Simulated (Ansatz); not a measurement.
Structure optimisation: rhodium, diamond

Computed with Ansatz 0.2.0, DFT, PBEsol, plane waves (420 eV) with PAW, scalar-relativistic. (PAW data from PBE, frozen cores regenerated.)

k-point mesh 10×10×10, Fermi-Dirac smearing 0.1 eV, no spin polarisation. Cell and atoms relax.

Starting structure:

```cif
data_structure
_symmetry_space_group_name_H-M 'P 1'
_symmetry_Int_Tables_number 1
_cell_length_a 3.7446
_cell_length_b 3.7446
_cell_length_c 3.7446
_cell_angle_alpha 60.000
_cell_angle_beta 60.000
_cell_angle_gamma 60.000
_cell_volume 37.13
loop_
_atom_site_label
_atom_site_type_symbol
_atom_site_fract_x
_atom_site_fract_y
_atom_site_fract_z
_atom_site_occupancy
Rh1 Rh 0.12500 0.12500 0.12500 1
Rh2 Rh 0.87500 0.87500 0.87500 1
```

Task: What cell does the relaxation end in?

Result: Fd-3m with a = 5.436 Å; 20.08 Å³ per atom against 18.56 at the start (8.2 %).

Task: How much energy does the relaxation gain?

Result: 62.1 meV per atom.

Path of the relaxation (the plane waves are chosen anew near the end, which can shift the energy a little):

| step | E − E(final) (meV/atom) | V (Å³/atom) | P (GPa) | max force (eV/Å) |
| --- | --- | --- | --- | --- |
| 0 | 62.11 | 18.565 | 14.15 | 0.000 |
| 1 | 2.29 | 20.342 | -1.83 | 0.000 |
| 2 | 0.74 | 20.122 | -0.27 | 0.000 |
| 3 | 0.70 | 20.084 | 0.01 | 0.000 |
| 4 | 0.00 | 20.084 | 0.02 | 0.000 |
